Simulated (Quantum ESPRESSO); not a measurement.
## Ru2Pd4NbW (one run as intended and one with a planted mistake)

A calculation, not a measurement. The program is pw.x of Quantum ESPRESSO 7.5 (plane-wave density functional theory). The cell is made up: eight metal atoms on a face-centred cubic lattice, with elements, volume, strain and displacements drawn at random and not relaxed, so it may be unstable or far from any real phase. PseudoDojo standard norm-conserving files set the functional (PBE unless stated); there is no spin polarisation or spin-orbit coupling, the Fermi-Dirac width of 0.25 eV means electrons at about 2900 K, and the masses in the input are unused placeholders. Heavy elements are run without spin-orbit coupling, which real alloys of them have. A spin test at this wide smearing found no moment, but such smearing suppresses magnetism that the real alloy may have.

Intended input:

```
&control calculation='scf', pseudo_dir='./dojo.nc.sr.pbe.v0_5.standard.upf', outdir='./o', disk_io='minimal', tprnfor=.true., tstress=.true. /
&system ibrav=0, nat=8, ntyp=4, nbnd=84, ecutwfc=84.00895049, nosym=.true., tot_charge=0,
 occupations='smearing', smearing='fd', degauss=0.0183746611
/
&electrons conv_thr=1.470e-08, electron_maxstep=70, mixing_beta=0.5 /
ATOMIC_SPECIES
Nb 1.0 Nb.upf
Pd 1.0 Pd.upf
Ru 1.0 Ru.upf
W 1.0 W.upf
CELL_PARAMETERS angstrom
0.0063 1.98 1.9976
-4.0136 1.979 -2.0092
-4.1266 -6.0752 6.1153
ATOMIC_POSITIONS angstrom
Ru 0.0025 -0.0103 -0.0257
Ru -4.0494 -4.1049 4.0876
Pd -4.0752 -2.0228 2.0022
Pd -4.0365 -0.0143 0.0277
Pd -2.1137 -2.0687 4.0676
Pd -2.0719 -0.0165 2.0531
Nb -1.9574 1.9921 -0.0583
W -6.0954 -2.1029 4.1264
K_POINTS automatic
8 5 3 1 1 1
```

The log is shortened where brackets say so; the opening notice, blank lines, dates and the lines on written files are dropped, and the path of the files is cut. It prints rydbergs, bohrs and kilobars, and counts compression as positive stress. Its total energy is the free energy E - TS of the whole cell.

Log of the intended run:

```
     Program PWSCF v.7.5
     Parallel version (MPI & OpenMP), running on       4 processor cores
     Number of MPI processes:                 4
     Threads/MPI process:                     1
     [start-up lines left out]
     bravais-lattice index     =            0
     lattice parameter (alat)  =       5.3151  a.u.
     unit-cell volume          =     877.5231 (a.u.)^3
     number of atoms/cell      =            8
     number of atomic types    =            4
     number of electrons       =       131.00
     number of Kohn-Sham states=           84
     kinetic-energy cutoff     =      84.0090  Ry
     charge density cutoff     =     336.0358  Ry
     scf convergence threshold =      1.5E-08
     mixing beta               =       0.5000
     number of iterations used =            8  plain     mixing
     Exchange-correlation= PBE
                           (   1   4   3   4   0   0   0)
     [axes and pseudopotential details left out]
   Cartesian axes
     site n.     atom                  positions (alat units)
         1        Ru     tau(   1) = (   0.0008889  -0.0036621  -0.0091374  )
         2        Ru     tau(   2) = (  -1.4397239  -1.4594564   1.4533056  )
         3        Pd     tau(   3) = (  -1.4488969  -0.7191864   0.7118623  )
         4        Pd     tau(   4) = (  -1.4351375  -0.0050842   0.0098485  )
         5        Pd     tau(   5) = (  -0.7515050  -0.7355057   1.4461948  )
         6        Pd     tau(   6) = (  -0.7366435  -0.0058664   0.7299593  )
         7        Nb     tau(   7) = (  -0.6959341   0.7082714  -0.0207280  )
         8        W      tau(   8) = (  -2.1671589  -0.7476652   1.4671005  )
     number of k points=    60  Fermi-Dirac smearing, width (Ry)=  0.0184
                       cart. coord. in units 2pi/alat
        k(    1) = (  -0.0811724   0.0334449   0.0551058), wk =   0.0333333
        k(    2) = (   0.0331975   0.1488738  -0.0596668), wk =   0.0333333
     [further k points left out]
     Dense  grid:    91253 G-vectors     FFT dimensions: (  32,  60, 108)
     Estimated max dynamical RAM per process >     396.16 MB
     Estimated total dynamical RAM >       1.48 GB
     Initial potential from superposition of free atoms
     starting charge     130.9949, renormalised to     131.0000
     Starting wfcs are   76 randomized atomic wfcs +    8 random wfcs
     total cpu time spent up to now is        6.2 secs
     per-process dynamical memory:   317.7 Mb
     Self-consistent Calculation
     iteration #  1     ecut=    84.01 Ry     beta= 0.50
     Davidson diagonalization with overlap
     ethr =  1.00E-02,  avg # of iterations =  3.6
     total cpu time spent up to now is       23.7 secs
     total energy              =   -1734.46840604 Ry
     estimated scf accuracy    <      43.55778445 Ry
     iteration #  2     ecut=    84.01 Ry     beta= 0.50
     Davidson diagonalization with overlap
     ethr =  1.00E-02,  avg # of iterations =  7.1
     total cpu time spent up to now is       51.7 secs
     total energy              =   -1727.44951512 Ry
     estimated scf accuracy    <     775.27251979 Ry
     [iterations 3 to 21 left out]
     iteration # 22     ecut=    84.01 Ry     beta= 0.50
     Davidson diagonalization with overlap
     ethr =  2.82E-11,  avg # of iterations =  1.0
     total cpu time spent up to now is      338.7 secs
     total energy              =   -1764.59166511 Ry
     estimated scf accuracy    <       0.00000007 Ry
     iteration # 23     ecut=    84.01 Ry     beta= 0.50
     Davidson diagonalization with overlap
     ethr =  2.82E-11,  avg # of iterations =  1.0
     total cpu time spent up to now is      351.1 secs
     End of self-consistent calculation
     [lines on levels left out]
!    total energy              =   -1764.59166511 Ry
     estimated scf accuracy    <          9.7E-09 Ry
     smearing contrib. (-TS)   =      -0.13256884 Ry
     internal energy E=F+TS    =   -1764.45909626 Ry
     The total energy is F=E-TS. E is the sum of the following terms:
     one-electron contribution =    -517.64188797 Ry
     hartree contribution      =     339.51799627 Ry
     xc contribution           =    -296.41599667 Ry
     ewald contribution        =   -1289.91920790 Ry
     convergence has been achieved in  23 iterations
     Forces acting on atoms (cartesian axes, Ry/au):
     atom    1 type  3   force =     0.01779981    0.00872238   -0.00665419
     atom    2 type  3   force =    -0.01041868    0.00211913    0.00063383
     atom    3 type  2   force =    -0.02061514   -0.02025391    0.02390488
     atom    4 type  2   force =     0.00008733    0.01093959   -0.01182891
     atom    5 type  2   force =     0.00159258   -0.00916027    0.00764074
     atom    6 type  2   force =     0.02490565    0.01133066   -0.01679028
     atom    7 type  1   force =    -0.00027749   -0.02246143    0.02300354
     atom    8 type  4   force =    -0.01307407    0.01876385   -0.01990960
     Total force =     0.073113     Total SCF correction =     0.000359
     Computing stress (Cartesian axis) and pressure
          total   stress  (Ry/bohr**3)                   (kbar)     P=     -102.95
  -0.00087026  -0.00006409   0.00003228         -128.02       -9.43        4.75
  -0.00006409  -0.00058365   0.00011768           -9.43      -85.86       17.31
   0.00003228   0.00011768  -0.00064569            4.75       17.31      -94.98
     init_run     :      5.85s CPU      6.07s WALL (       1 calls)
     electrons    :    338.57s CPU    344.97s WALL (       1 calls)
     forces       :      2.16s CPU      2.16s WALL (       1 calls)
     stress       :      7.56s CPU      7.57s WALL (       1 calls)
     [timing details left out]
     PWSCF        :   5m54.24s CPU   6m 0.92s WALL
     JOB DONE.
```

A second run has one planted mistake: one coordinate of one atom is wrong. The input lines that differ:

```
- Pd -2.0719 -0.0165 2.0531
+ Pd -2.0719 0.0935 2.0531
```

Its log:

```
     Program PWSCF v.7.5
     Parallel version (MPI & OpenMP), running on       4 processor cores
     Number of MPI processes:                 4
     Threads/MPI process:                     1
     [start-up lines left out]
     bravais-lattice index     =            0
     lattice parameter (alat)  =       5.3151  a.u.
     unit-cell volume          =     877.5231 (a.u.)^3
     number of atoms/cell      =            8
     number of atomic types    =            4
     number of electrons       =       131.00
     number of Kohn-Sham states=           84
     kinetic-energy cutoff     =      84.0090  Ry
     charge density cutoff     =     336.0358  Ry
     scf convergence threshold =      1.5E-08
     mixing beta               =       0.5000
     number of iterations used =            8  plain     mixing
     Exchange-correlation= PBE
                           (   1   4   3   4   0   0   0)
     [axes and pseudopotential details left out]
   Cartesian axes
     site n.     atom                  positions (alat units)
         1        Ru     tau(   1) = (   0.0008889  -0.0036621  -0.0091374  )
         2        Ru     tau(   2) = (  -1.4397239  -1.4594564   1.4533056  )
         3        Pd     tau(   3) = (  -1.4488969  -0.7191864   0.7118623  )
         4        Pd     tau(   4) = (  -1.4351375  -0.0050842   0.0098485  )
         5        Pd     tau(   5) = (  -0.7515050  -0.7355057   1.4461948  )
         6        Pd     tau(   6) = (  -0.7366435   0.0332430   0.7299593  )
         7        Nb     tau(   7) = (  -0.6959341   0.7082714  -0.0207280  )
         8        W      tau(   8) = (  -2.1671589  -0.7476652   1.4671005  )
     number of k points=    60  Fermi-Dirac smearing, width (Ry)=  0.0184
                       cart. coord. in units 2pi/alat
        k(    1) = (  -0.0811724   0.0334449   0.0551058), wk =   0.0333333
        k(    2) = (   0.0331975   0.1488738  -0.0596668), wk =   0.0333333
     [further k points left out]
     Dense  grid:    91253 G-vectors     FFT dimensions: (  32,  60, 108)
     Estimated max dynamical RAM per process >     396.16 MB
     Estimated total dynamical RAM >       1.48 GB
     Initial potential from superposition of free atoms
     starting charge     130.9949, renormalised to     131.0000
     Starting wfcs are   76 randomized atomic wfcs +    8 random wfcs
     total cpu time spent up to now is        6.2 secs
     per-process dynamical memory:   317.7 Mb
     Self-consistent Calculation
     iteration #  1     ecut=    84.01 Ry     beta= 0.50
     Davidson diagonalization with overlap
     ethr =  1.00E-02,  avg # of iterations =  3.6
     total cpu time spent up to now is       23.5 secs
     total energy              =   -1734.85267457 Ry
     estimated scf accuracy    <      43.02832651 Ry
     iteration #  2     ecut=    84.01 Ry     beta= 0.50
     Davidson diagonalization with overlap
     ethr =  1.00E-02,  avg # of iterations =  7.1
     total cpu time spent up to now is       51.5 secs
     total energy              =   -1729.18174807 Ry
     estimated scf accuracy    <     752.42153049 Ry
     [iterations 3 to 21 left out]
     iteration # 22     ecut=    84.01 Ry     beta= 0.50
     Davidson diagonalization with overlap
     ethr =  1.08E-10,  avg # of iterations =  1.0
     total cpu time spent up to now is      336.8 secs
     total energy              =   -1764.59184397 Ry
     estimated scf accuracy    <       0.00000002 Ry
     iteration # 23     ecut=    84.01 Ry     beta= 0.50
     Davidson diagonalization with overlap
     ethr =  1.35E-11,  avg # of iterations =  1.0
     total cpu time spent up to now is      349.2 secs
     End of self-consistent calculation
     [lines on levels left out]
!    total energy              =   -1764.59184396 Ry
     estimated scf accuracy    <          8.1E-09 Ry
     smearing contrib. (-TS)   =      -0.13204014 Ry
     internal energy E=F+TS    =   -1764.45980382 Ry
     The total energy is F=E-TS. E is the sum of the following terms:
     one-electron contribution =    -514.40636663 Ry
     hartree contribution      =     337.89030847 Ry
     xc contribution           =    -296.42324691 Ry
     ewald contribution        =   -1291.52049876 Ry
     convergence has been achieved in  23 iterations
     Forces acting on atoms (cartesian axes, Ry/au):
     atom    1 type  3   force =     0.02073034    0.01198396   -0.00714820
     atom    2 type  3   force =    -0.00994902    0.00248928    0.00028853
     atom    3 type  2   force =    -0.01743124   -0.01744641    0.02330280
     atom    4 type  2   force =    -0.00911343    0.01931250   -0.01218330
     atom    5 type  2   force =     0.00185704   -0.00709054    0.00541634
     atom    6 type  2   force =     0.02636291   -0.00979543   -0.01014890
     atom    7 type  1   force =    -0.00041137   -0.02021788    0.02090984
     atom    8 type  4   force =    -0.01204523    0.02076451   -0.02043711
     Total force =     0.072818     Total SCF correction =     0.000252
     Computing stress (Cartesian axis) and pressure
          total   stress  (Ry/bohr**3)                   (kbar)     P=     -100.87
  -0.00085145  -0.00006810   0.00003379         -125.25      -10.02        4.97
  -0.00006810  -0.00056275   0.00011143          -10.02      -82.78       16.39
   0.00003379   0.00011143  -0.00064299            4.97       16.39      -94.59
     init_run     :      5.81s CPU      6.01s WALL (       1 calls)
     electrons    :    336.80s CPU    343.08s WALL (       1 calls)
     forces       :      2.15s CPU      2.15s WALL (       1 calls)
     stress       :      7.54s CPU      7.54s WALL (       1 calls)
     [timing details left out]
     PWSCF        :   5m52.47s CPU   5m59.01s WALL
     JOB DONE.
```

```
                                            intended run  run with the mistake
                          free energy (eV)    -24008.493            -24008.495
         entropy term -TS, part of it (eV)        -1.804                -1.796
                            pressure (GPa)        -10.30                -10.09
size of the largest force component (eV/Å)         0.640                 0.678
largest change of a force component (eV/Å)                               0.543
                                iterations            23                    23
```

For scale, a rerun of the intended cell at a higher cutoff and on a denser mesh moved values by no more than 0.010 eV in energy, 0.13 GPa in stress and 0.017 eV/Å in force, and a second program with other atomic files agreed on that cell to 2 % rms in force and 0.5 GPa in pressure.